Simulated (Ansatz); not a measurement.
MgS (rock salt) was relaxed and computed twice in Ansatz (plane waves, PAW), once with HSE06 and once with PBE.

```csv
,run 1,run 2
cell,"a = b = c = 5.2297 Å, α = β = γ = 90.00°","a = b = c = 5.1942 Å, α = β = γ = 90.00°"
gap (eV),2.76,3.81
B₀ by P(V) fit (GPa),73.9,80.0
```

Question: Which run used which functional?

Answer: Run 1 is PBE, run 2 is HSE06.

All cells were relaxed under the symmetry of their starts (and spin orders); stability against distortions was not tested throughout.

Potentials: the later of the program's two PAW sets.

Ansatz (a quantum-chemistry and plane-wave program) is a plane-wave DFT program.
